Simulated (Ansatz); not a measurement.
Two states of YCoO3

```
Co O Y
1.0
     3.95717    0.00000    0.00000
     0.00000    3.95717    0.00000
     0.00000    0.00000    3.95717
Co O Y
1 3 1
Cartesian
  0.0000 0.0000 0.0000
  1.9786 0.0000 0.0000
  0.0000 1.9786 0.0000
  0.0000 0.0000 1.9786
  1.9786 1.9786 1.9786
```

The numbers come from plane-wave PAW DFT (Ansatz): LDA, with U_eff = 3.18 eV on Co d (all-electron-ortho-atomic projectors), 420 eV, 6×6×6 Γ-centred k points, fermi-dirac occupations (width 0.0124 eV). Nothing was relaxed.

State A: Co1 up (collinear spin). State B: no moments (collinear spin).

Task: Which state is lower, and how do they differ?

Result: State A is lower by 37.7 meV an atom at zero smearing.

| state | free energy (meV/atom) | largest moment in a small sphere (μB) | net moment (μB/cell) | gap on mesh (eV) | pressure (GPa) | largest force (eV/Å) |
| --- | --- | --- | --- | --- | --- | --- |
| A | 0.0 | 1.92 | 2.00 | metal | -29.3 | 0.00 |
| B | 37.8 | 0.00 | 0.00 | 0.44 | -36.0 | 0.00 |

Origin: a known structure type with other elements, at an estimated volume, so it need not be a known compound. Caveats: another magnetic order, which this cell may not hold, can open a gap; atoms or cell far from equilibrium.
